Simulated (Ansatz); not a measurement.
An Ansatz (a program for electronic structure) run. Input:

Ansatz 0.2 input:
```yaml
crystal:
  lattice:
    - [0.0, 2.8891504825, 2.8891504825]
    - [2.8891504825, 0.0, 2.8891504825]
    - [2.8891504825, 2.8891504825, 0.0]
  atoms:
    - { symbol: Ga, position: [0.0, 0.0, 0.0] }
    - { symbol: Ga, position: [0.25, 0.25, 0.25] }
kpoints:
  mp_grid: { grid: [12, 12, 12] }
hamiltonian:
  xc: r2scan
  pseudopotentials: { azcp: { folder: ./paw }, kind: paw }
scf:
  occupations: { method: gaussian, width: 0.1 }
checkpoint: { read: metal.run }
output: { write_density: true, elf: true, volumetric_format: npy }
basis: { fft_grid_basis: typed }
```

Output (shortened):

```
Pseudopotential: Ga, paw, valence charge 13
Functional definition: r2SCAN
Crystal: 2 atoms, lattice volume = 48.233 Å³
Basis set: ecut = 500 eV, 1243 PW (Γ), exchange–correlation on 120×120×120 points (64 copies of the dense FFT grid, shifted against one another)
Bands: 21, of which v1, the nominal top of the filled ones, is band 13 counted from 1 (12 counted from 0)
Symmetry: 48 space group operations
Space group: Fd-3m (ITA 227), of the structure as read, at distance tolerance 3.6e-5 Å
k-points: 72 of 1728
Stability of the state it starts from, as read at its close in the unpolarized treatment …
iter 1 solved again at ethr=3.44e-7 eV; its pass at ethr=3.10e-3 eV (dr2=8.95e-5 eV) is discarded
SCF iter   1: F=—  HF=-7579.916284 eV  |F-HF|=—  |Δ(HF+E_count)|=         —  Δρ=8.72e-7  dr2=1.86e-10  dr2_τ=5.67e-12  ethr=3.44e-7  ⟨swp⟩=2.3  Hψ=10729  notcnv=0
preconditioner: auto → LDOS
SCF iter   2: F=-7579.916284 eV  HF=-7579.916284 eV  |F-HF|=1.08e-9  |Δ(HF+E_count)|=   9.34e-8  Δρ=1.40e-6  dr2=4.58e-10  dr2_τ=9.74e-12  ethr=1.00e-12  ⟨swp⟩=6.3  Hψ=6268  notcnv=0
SCF 1 converged in 2 iterations: F = -7579.916284 eV  dr2 = 4.58e-10
SCF converged after 2 iterations
Free energy (F): -7579.916284 eV
Harris-Foulkes:  -7579.916284 eV  (|F-HF|=1.08e-9)
Internal energy: -7579.909162 eV  (E = F + TS)
E sigma→0 (E₀):  -7579.912723 eV
Entropy (-TS):   -0.007122 eV (-3.561 meV/atom)
Fermi energy:    5.960942 eV
--- Per-component energies (eV) ---
  E_band       = -168.728576
  E_kinetic    = 220.128396
  E_local      = -3181.652653  (includes V_loc(G=0)·N_el)
  E_nonlocal   = -189.510463
  E_hartree    = 1956.724777
  E_xc         = -114.361428
  E_vxc        = -114.949990  (∫ρ·V_xc dr)
  E_paw        = -4001.273680  (= ΣΔE_a)
  E_vpaw       = -822.739668  (= ΣTr[D̂ρ^β])
  E_aug_tail   = 0.000065  (compensation charges beyond the density's cutoff)
  E_vtau       = 6.547795  (kinetic-family band-sum trace: ∫τ·v_τ [+ j·A + Jᵃ·Aᵃ] dr)
  E_ewald      = -2268.658046
  E_core_change = -1.306131  (= ΣΔE_core)
  E_smearing   = -0.007122  (= −TS)
  E_closure    = 0.000000  (closes the sum)
  Σ components = -7579.916284   (vs F -7579.916284, Δ=0.00e0)
  [band-id]    e_kinetic+e_local+e_nonlocal+2·e_hartree+e_vxc+e_vpaw+e_augmentation_tail+e_vtau = -168.726964   (vs E_band -168.728576, Δ=1.61e-3)
--- Band table (eV; the first three rows and the last of 72) ---
  k-point 0: bands = ["-9.2324", "-9.2324", "-9.2324", "-9.1862", "-9.1862", "-8.8311", "-8.8311", "-8.8311", "-8.7625", "-8.7625", "-4.0128", "8.9868", "8.9868", "8.9868", "10.5092", "11.1521", "11.1521", "11.1521", "14.6857", "17.7495", "17.7495"]
  k-point 1: bands = ["-9.2415", "-9.2415", "-9.2309", "-9.1737", "-9.1737", "-8.8359", "-8.8359", "-8.8343", "-8.7590", "-8.7590", "-3.9209", "7.7560", "8.7707", "8.7707", "10.6827", "11.4242", "11.4242", "11.9597", "15.1852", "17.0148", "17.0148"]
  k-point 2: bands = ["-9.2547", "-9.2547", "-9.2267", "-9.1515", "-9.1515", "-8.8460", "-8.8460", "-8.8432", "-8.7518", "-8.7518", "-3.6472", "5.9946", "8.3435", "8.3435", "10.3662", "11.9468", "11.9468", "13.4736", "16.0990", "16.4069", "16.4069"]
  k-point 71: bands = ["-9.3086", "-9.3086", "-9.0917", "-9.0917", "-8.9928", "-8.9928", "-8.9312", "-8.9312", "-8.6918", "-8.6918", "0.3763", "0.3763", "4.3907", "4.3907", "13.1006", "13.1006", "13.3512", "13.3512", "20.1966", "20.1966", "21.7102"]
```

Cost: roughly 8 core-seconds on shared cores.

The start of the workflow was typed in or built on a structure type; neither database checked (COD, Materials Project) lists it. It is not the phase usual at ambient conditions (space group No. 64). Symmetry was held in the r²SCAN relaxation. At this level the phase is mechanically unstable. The volume moved by -21 % from the start of the relaxation. Spin–orbit coupling is left out wherever it is not named.

Potentials: the earlier of the program's two PAW sets.

Ansatz is a plane-wave DFT program.
